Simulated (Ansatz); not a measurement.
A generated cell, not matched to a known phase here, of PbSeBr: Pnma (No. 62), oP12; a = 7.584 Å, b = 3.977 Å, c = 12.774 Å, α = β = γ = 90.00°; Pb 4c (0.400, 0.250, 0.382); Se 4c (0.232, 0.250, 0.020); Br 4c (0.024, 0.750, 0.279). The numbers are results of r2SCAN (plane waves to 500 eV, PAW, scalar-relativistic; Ansatz, a program for electronic structure), not measurements. Element references, the lowest calculated here: Se (P3₁21), Br (Cmce), Pb (Fm-3m).

Total energies (eV/atom, σ → 0; comparable only within this code, potentials and settings):

```
phase          E (eV/atom)
-------------  -----------
PbSeBr (Pnma)    -6731.051
Se (P3₁21)       -5478.127
Br (Cmce)        -2792.859
Pb (Fm-3m)      -11920.858
PbSe (Fm-3m)     -8700.167
```

**Question.** What is the formation energy of this Pnma form of PbSeBr from the elements?

**Answer.** E_f = -6731.051 − [1 × (-11920.858) + 1 × (-5478.127) + 1 × (-2792.859)] / 3 = -0.44 eV/atom (-1.3 eV per formula unit).

A lower structure of this composition may exist, and whether it forms at all is not checked here.

Static energies, no anion corrections, no zero-point energy. Values are rounded to 0.01 eV/atom. Not shown to be the ambient phase of their composition (a lower form may be missing, and a cell relaxed within its start's symmetry can be a saddle point): PbSeBr (Pnma). Spin-orbit coupling is missing from these energies, which matters for elements this heavy. The compounds carry no spin polarisation.
